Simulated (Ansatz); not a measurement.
A plane-wave DFT run in Ansatz 0.2.0 (scalar-relativistic PAW potentials unless the input names others): input and command.

```yaml
crystal:
  lattice:
    - [2.0538877426, -5.4190135408, 0.0]
    - [2.0538877426, 5.4190135408, 0.0]
    - [0.0, 0.0, 3.9470342072]
  atoms:
    - { symbol: Sc, position: [0.8915690744, 0.1084309256, 0.25] }
    - { symbol: Sc, position: [0.1084309256, 0.8915690744, 0.75] }
    - { symbol: Al, position: [0.5642386801, 0.4357613199, 0.25] }
    - { symbol: Al, position: [0.4357613199, 0.5642386801, 0.75] }
basis:
  ecutwfc: 420
kpoints:
  mp_grid: { grid: [10, 10, 12] }
hamiltonian:
  xc: pbesol
  dispersion: d3bj
scf:
  occupations: { method: gaussian, width: 0.1 }
output:
  forces: true
  eigenvalues: true
  stress: true
```

```bash
ansatz run input.yaml --threads 1 --pin off --max-ram 1331MiB --backend cpu --events-out ev --progress --plain --runs-dir out
```

Abridged log:
```
Pseudopotentials: kind: paw
Pseudopotential: Sc, paw, valence charge 11, recommended cutoff 420 eV (normal)
Pseudopotential: Al, paw, valence charge 3, recommended cutoff 420 eV (normal)
Functional definition: PBEsol
Crystal: 4 atoms, lattice volume = 87.861 Å³
Basis set: ecut = 420 eV, 1737 PW (Γ), exchange–correlation on 80×80×54 points (8 copies of the dense FFT grid, shifted against one another)
Bands: 18, of which v1, the nominal top of the filled ones, is band 14 counted from 1 (13 counted from 0)
Symmetry: 8 space group operations
Space group: Cmcm (ITA 63), of the structure as read, at distance tolerance 4.4e-5 Å
k-points: 217 of 1200
Initial density: superposition of atomic densities (neutral atoms: chi_scale 0, normalization atom), corrected by the library's trained network
Initial wavefunctions: pseudopotential atomic-orbital guess
Functional: x = pbesol(κ = 0.804, μ = 0.12345679), c = pbesol(β = 0.046)
SCF iter   1: F=—  HF=-5273.555883 eV  |F-HF|=—  |Δ(HF+E_count)|=         —  Δρ=3.61e-3  dr2=9.05e-3  ethr=1.77e-3  ⟨swp⟩=5.5  Hψ=19525  notcnv=0
SCF iter   2: F=—  HF=-5273.554260 eV  |F-HF|=—  |Δ(HF+E_count)|=   1.62e-3  Δρ=1.79e-3  dr2=2.50e-3  ethr=3.23e-5  ⟨swp⟩=2.1  Hψ=7931  notcnv=0
SCF iter   3: F=—  HF=-5273.554040 eV  |F-HF|=—  |Δ(HF+E_count)|=   2.20e-4  Δρ=6.02e-4  dr2=3.40e-4  ethr=8.92e-6  ⟨swp⟩=1.0  Hψ=3905  notcnv=0
SCF iter   4: F=—  HF=-5273.554020 eV  |F-HF|=—  |Δ(HF+E_count)|=   2.03e-5  Δρ=8.96e-5  dr2=8.87e-6  ethr=1.21e-6  ⟨swp⟩=2.0  Hψ=5716  notcnv=0
SCF iter   5: F=—  HF=-5273.554024 eV  |F-HF|=—  |Δ(HF+E_count)|=   3.62e-6  Δρ=2.59e-5  dr2=6.50e-7  ethr=3.17e-8  ⟨swp⟩=2.8  Hψ=6366  notcnv=0
SCF iter   6: F=-5273.554024 eV  HF=-5273.554024 eV  |F-HF|=1.17e-8  |Δ(HF+E_count)|=   4.47e-8  Δρ=7.06e-6  dr2=4.78e-8  ethr=3.57e-10  ⟨swp⟩=5.3  Hψ=16189  notcnv=0
SCF 1 converged in 6 iterations: F = -5273.554024 eV  dr2 = 4.78e-8
SCF converged after 6 iterations
Free energy (F): -5273.554024 eV
Harris-Foulkes:  -5273.554024 eV  (|F-HF|=1.17e-8)
Internal energy: -5273.535122 eV  (E = F + TS)
E sigma→0 (E₀):  -5273.544573 eV
Entropy (-TS):   -0.018902 eV (-4.725 meV/atom)
Fermi energy:    7.462677 eV
  E_disp       = -1.327584  (pairwise vdW)
--- Forces (eV/Å), atoms counted from 1 ---
  atom   1  Sc     0.00000000     1.80740268     0.00000000
  atom   2  Sc     0.00000000    -1.80740268     0.00000000
  atom   3  Al     0.00000000    -2.05291184     0.00000000
  atom   4  Al     0.00000000     2.05291184     0.00000000
--- Stress (GPa, compression-positive) ---
        2.946736       0.000000       0.000000
        0.000000       0.651359       0.000000
        0.000000       0.000000       3.398833
  P = ⅓ Tr σ = 2.3323 GPa (23.323 kbar)
```

Apart from outputs and empty bands, the input differs from a reference run on usual settings in hamiltonian.dispersion: not typed → "d3bj". The reference, at the same geometry (not necessarily relaxed), gave pressure 4.85 GPa, largest force 2.046 eV/Å, no gap on the mesh. This run converged in 6 SCF iterations (reference: 6) with an energy at zero smearing 332 meV/atom below the reference's (the Hamiltonian itself differs), pressure 2.33 GPa, largest force 2.053 eV/Å, no gap on the mesh.